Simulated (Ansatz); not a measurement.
**BaTiB2O6, first-principles data**

BaTiB$_{2}$O$_{6}$:
```cif
data_B2BaO6Ti
_chemical_formula_sum 'Ba1 Ti1 B2 O6'
_space_group_name_H-M_alt 'P 1'
_space_group_IT_number 1
_cell_length_a 6.19746
_cell_length_b 6.19746
_cell_length_c 6.19746
_cell_angle_alpha 47.971
_cell_angle_beta 47.971
_cell_angle_gamma 47.971
loop_
_space_group_symop_operation_xyz
  'x, y, z'
loop_
_atom_site_label
_atom_site_type_symbol
_atom_site_fract_x
_atom_site_fract_y
_atom_site_fract_z
_atom_site_occupancy
Ba1 Ba 0.00000 0.00000 0.00000 1
Ti1 Ti 0.50000 0.50000 0.50000 1
B1 B 0.23390 0.23390 0.23390 1
B2 B 0.76610 0.76610 0.76610 1
O1 O 0.34670 0.43646 0.92734 1
O2 O 0.65330 0.56354 0.07266 1
O3 O 0.92734 0.34670 0.43646 1
O4 O 0.07266 0.65330 0.56354 1
O5 O 0.43646 0.92734 0.34670 1
O6 O 0.56354 0.07266 0.65330 1
```

Space group R-3 (No. 148); conventional cell a = b = 5.0386 Å, c = 16.4169 Å, α = β = 90.00°, γ = 120.00°.

Method: plane-wave PAW r²SCAN (Ansatz code). The cell and atoms are relaxed at this level. Other levels are named where they apply.

### Cell and energy

```
Property                                                        Value
-----------------------------------------------------  --------------
Volume per atom                                              12.03 Å³
Density                                                    4.18 g/cm³
Formation energy from the elements (no fitted shifts)  -3026 meV/atom
```

### Electronic structure

```
Item                                                                                                 Result
--------------------------------------------  -------------------------------------------------------------
Band gap                                                              2.91 eV (smallest direct gap 2.93 eV)
Valence-band maximum                                                                                   at T
Conduction-band minimum                       on the Γ–T line, 2 % of the way from Γ (2 equivalent valleys)
Hole effective mass                                                     1.6, 1.6, 9.3 mₑ (principal values)
Hole effective mass with spin–orbit coupling                            1.6, 1.6, 9.2 mₑ (principal values)
HSE06 gap on the r²SCAN cell                                                                        4.24 eV
Gap with spin–orbit coupling                                                                        2.91 eV
```

### Mechanics

```
Property                              Result
----------------------------------  --------
Bulk modulus (Birch–Murnaghan fit)  89.1 GPa
Pressure derivative B′                   4.4
```

### Charges

```
Quantity                                       Result
-------------  --------------------------------------
Bader charges  Ba +1.69, Ti +2.44, B +2.41, O -1.49 e
```

The first step of the workflow began from a Materials Project structure, measured or hypothetical; the Crystallography Open Database files this formula in space group No. 148, but the cells were not matched. Its standing as an ambient phase is unchecked. The r²SCAN relaxation kept the symmetry of its start; whether a distortion lowers the energy is not shown. No spin polarisation was allowed. The references are the lowest solids computed at this level, not always the standard phases (solids in place of the gases). Spin–orbit coupling is left out wherever it is not named.

Potentials: the later of the program's two PAW sets.
